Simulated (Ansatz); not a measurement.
## TaN: from a starting cell to a relaxed one

The start is a generated trial cell of TaN in the FeSi structure type. The structure is fully relaxed (lattice and positions, P = 0) with r2SCAN (plane waves to 500 eV, PAW, scalar-relativistic; Ansatz, a program for electronic structure). The first steps use a coarse 5×5×5 k-mesh.

The start:
```yaml
crystal:
  lattice:
    - [4.34332, 0.00000, 0.00000]
    - [0.00000, 4.34332, 0.00000]
    - [0.00000, 0.00000, 4.34332]
  atoms:
    - { symbol: Ta, position: [0.13652, 0.13652, 0.13652] }
    - { symbol: Ta, position: [0.63652, 0.36348, 0.86348] }
    - { symbol: Ta, position: [0.86348, 0.63652, 0.36348] }
    - { symbol: Ta, position: [0.36348, 0.86348, 0.63652] }
    - { symbol: N, position: [0.84240, 0.84240, 0.84240] }
    - { symbol: N, position: [0.34240, 0.65760, 0.15760] }
    - { symbol: N, position: [0.15760, 0.34240, 0.65760] }
    - { symbol: N, position: [0.65760, 0.15760, 0.34240] }
```

How large is the pressure on the unrelaxed cell, and of which sign?

+25 GPa (positive: the cell is compressed).

What is the largest force in the starting geometry, and on which atom (counted from 1)?

About 2.1 eV/Å, on Ta1, Ta2, Ta3, Ta4 (atoms numbered as listed).

By how much does the energy per atom fall from start to end?

0.90 to 0.91 eV/atom (the two k-meshes of the run give this range).

How does the volume change?

+3.8 %, from 10.24 to 10.63 Å³/atom.

How do the shortest distances between atoms change?

The closest pairs of elements (up to four, under 3.6 Å), start → end: N–Ta 2.21 → 2.20 Å; Ta–Ta 2.66 → 3.00 Å; N–N 2.69 → 3.00 Å.

What band gap does the relaxed structure have at this level?

Zero (metallic).

Write out the relaxed structure.


Space group P2₁3 (No. 198); a = b = c = 4.397 Å, α = β = γ = 90.00°

```json
[
 {"atom": "Ta", "site": "4a", "symmetry": ".3.", "x": "0.2307", "y": "0.2307", "z": "0.2307"},
 {"atom": "N", "site": "4a", "symmetry": ".3.", "x": "0.7686", "y": "0.7686", "z": "0.7686"}
]
```

The space group stays P2₁3 (No. 198) (the run could not lower it), with 8 atoms in the primitive cell. Final values are on a 11×11×11 k-mesh of the relaxed cell. No spin polarisation in the result.

The run could not lose the symmetry of its start: the end is stationary, and may be a saddle point rather than a minimum.

The relaxed structure here is a generated cell of TaN: the first start was made by placing the elements on the sites of a structure type, and the end was not matched to a known phase here, so it may be hypothetical. Known forms of TaN include space group No. 225.
